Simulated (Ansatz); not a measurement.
HfO$_{2}$:
```
HfO2
1.0
    4.83096     0.00000     0.00000
    0.00000     4.83096     0.00000
    0.00000     0.00000     3.21016
Hf O
2 4
Cartesian
  0.00000   0.00000   0.00000
  2.41548   2.41548   1.60508
  0.94186   3.88911   1.60508
  3.88911   0.94186   1.60508
  3.35734   3.35734   0.00000
  1.47363   1.47363   0.00000
```

PBEsol (plane waves, PAW; program Ansatz) gives a gap of 3.89 eV without spin–orbit coupling, maximum at Γ, minimum at Γ.

**Question.** What happens when spin–orbit coupling is switched on?

**Answer.** The gap falls by 0.01 eV, to 3.88 eV; maximum at Γ, minimum at Γ.

**Question.** Give the electron effective mass with spin–orbit coupling.

**Answer.** 0.62, 0.79, 0.79 mₑ (principal values).

**Question.** Give the hole effective mass with spin–orbit coupling.

**Answer.** 2.0, 2.0, 2.4 mₑ (principal values).

Space group P4_2/mnm (rutile). The workflow started from a Materials Project entry (that database holds measured and hypothetical structures alike); the Crystallography Open Database copy checked does not list it. It is not the phase usual at ambient conditions (space group No. 14, 29). The PBEsol relaxation kept the symmetry of its start; its stability against distortions is not shown here. No spin polarisation was allowed.

Potentials: the earlier of the program's two PAW sets.
